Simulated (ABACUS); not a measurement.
Input and output of a self-consistent single point for AlN (P6_3mc, 4 atoms in the cell; from Materials Project mp-661, changed as shown) (ABACUS).

Level of theory: PBE, numerical atomic orbitals DZP (confined pseudo-atomic orbitals; energy shift 0.01 Ry), PseudoDojo 0.5 standard norm-conserving PBE (tails mended) pseudopotentials (ABACUS).

The change in words: volume scaled by 0.94. Reference geometry (P6_3mc):
```yaml
crystal:
  lattice:
    - [3.12859, 0.00000, 0.00000]
    - [-1.56429, 2.70944, 0.00000]
    - [0.00000, 0.00000, 5.01696]
  atoms:
    - { symbol: Al, position: [0.66667, 0.33333, 0.49929] }
    - { symbol: Al, position: [0.33333, 0.66667, 0.99929] }
    - { symbol: N, position: [0.66667, 0.33333, 0.88071] }
    - { symbol: N, position: [0.33333, 0.66667, 0.38071] }
```

Reference input (self-consistent single point, DFT, PBE, numerical atomic orbitals DZP (confined pseudo-atomic orbitals; energy shift 0.01 Ry), PseudoDojo 0.5 standard norm-conserving PBE (tails mended) pseudopotentials): basis = DZP numerical atomic orbitals, energy shift 0.01 Ry; KPT = Gamma 6 6 4 0 0 0; basis_type = lcao; ecutwfc = 100 Ry; smearing_method = fixed; potentials = PseudoDojo 0.5 standard norm-conserving PBE (tails mended); symmetry = 1; ks_solver = genelpa; scf_nmax = 100; scf_thr = 1.0e-07; mixing_type = broyden. This run's input differs from it in these lines:

```diff
@@ -30,5 +30,5 @@
 LATTICE_VECTORS
-   5.9121782562    0.0000000000    0.0000000000
-  -2.9560891281    5.1200957717    0.0000000000
-   0.0000000000    0.0000000000    9.4806803782
+   5.7914871178    0.0000000000    0.0000000000
+  -2.8957426141    5.0155750197    0.0000000000
+   0.0000000000    0.0000000000    9.2871421874
 
@@ -40,4 +40,4 @@
 2
-   2.9560920842    1.7066968839    4.7336089060 1 1 1
-  -0.0000029561    3.4133988878    9.4739490951 1 1 1
+   2.8957467696    1.6718566680    4.6369772228 1 1 1
+  -0.0000022658    3.3437183517    9.2805483165 1 1 1
 
@@ -46,4 +46,4 @@
 2
-   2.9560920842    1.7066968839    8.3497300159 1 1 1
-  -0.0000029561    3.4133988878    3.6093898268 1 1 1
+   2.8957467696    1.6718566680    8.1792789959 1 1 1
+  -0.0000022658    3.3437183517    3.5357079022 1 1 1
 # file: KPT
```

Output, abridged:

```
 SELF-CONSISTENT
 -------------------------------------------

                  longest orb rcut (Bohr) = 8
   longest nonlocal projector rcut (Bohr) = 1.78
                     search radius (Bohr) = 19.6

                          real space grid = [ 40, 40, 60 ]
                                 init_chg = atomic

 LCAO ALGORITHM --------------- ION=   1  ELEC=   1--------------------------------

 Density error is 0.291713791488
 E_KohnSham     -50.6228080770       -688.7586386071
 E_Fermi        0.3370822134         4.5862387961

 LCAO ALGORITHM --------------- ION=   1  ELEC=   2--------------------------------

   [... lines left out ...]
 E_Fermi        0.7247260026         9.8604031247

   [... 5 blocks of this kind left out ...]

 LCAO ALGORITHM --------------- ION=   1  ELEC=   8--------------------------------

 Density error is 3.86817726396e-07
 E_KohnSham     -51.1055449281       -695.3266104170
 E_Fermi        0.5663553199         7.7056594435

 LCAO ALGORITHM --------------- ION=   1  ELEC=   9--------------------------------

 Density error is 7.03503149643e-08
 E_KohnSham     -51.1055449281       -695.3266104170
 E_KS(sigma->0) -51.1055449281       -695.3266104170
 E_entropy(-TS) 0.0000000000         0.0000000000
 E_Fermi        0.5663549890         7.7056549417
 charge density convergence is achieved
 final etot is -695.32661042 eV
 EFERMI = 7.7056549417 eV

 STATE ENERGY(eV) AND OCCUPATIONS    NSPIN == 1
   [... 15 lines left out ...]

 TOTAL-FORCE (eV/Angstrom)
                       Al1        -0.0000514350         0.0000296960        -0.0285225019
                       Al2         0.0000514350        -0.0000296960        -0.0285225019
                        N1        -0.0000511680         0.0000295419         0.0285225019
                        N2         0.0000511680        -0.0000295419         0.0285225019

 TOTAL-STRESS (KBAR)
       159.4407757560         0.0029480429         0.0000000000
         0.0029480429       159.4442113636         0.0000000000
         0.0000000000         0.0000000000       152.5342785771
 TOTAL-PRESSURE: 157.139755 KBAR

 --------------------------------------------
 !FINAL_ETOT_IS -695.3266104170158997 eV
 --------------------------------------------
```

The run converged in 9 iterations. Against the reference run the free energy goes up by 33.9 meV/atom, the pressure goes from 1.97 to 15.71 GPa and the gap on the mesh goes from 4.170 to 4.746 eV.

The atom-centred basis is finite, which shifts total energies, pressures and gaps against plane waves. The structure comes from a collection of computed structures, made at another level of theory; the collection holds predicted forms beside known ones.

Cost on one core: around 16 core-seconds (rough).

The atomic orbitals were generated for these runs; they are not ABACUS's published sets and were checked against plane waves on a few crystals only.

“Tails mended”: in these copies of the files the far tail of each local potential was reset to the Coulomb form.
